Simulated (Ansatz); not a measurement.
MoS₂ in space group R3m (No. 160; Mo on 3a, S on 3a, S on 3a), a = b = 3.1761 Å, c = 18.6721 Å, α = β = 90.00°, γ = 120.00°; the cell used has 3 atoms.

This is the r²SCAN+D4-relaxed structure.

### Question
All from the program Ansatz at the r²SCAN+D4 level (PAW), unless another level is named. Give the Poisson's ratio.

### Answer
0.22.

### Question
Next, the highest zone-centre frequency (without LO–TO term)?

### Answer
470 cm⁻¹.

The r²SCAN+D4 relaxation kept the symmetry of its start; of distortions, only those at the zone centre were tested. The run is not spin-polarised.

Potentials: the later of the program's two PAW sets.
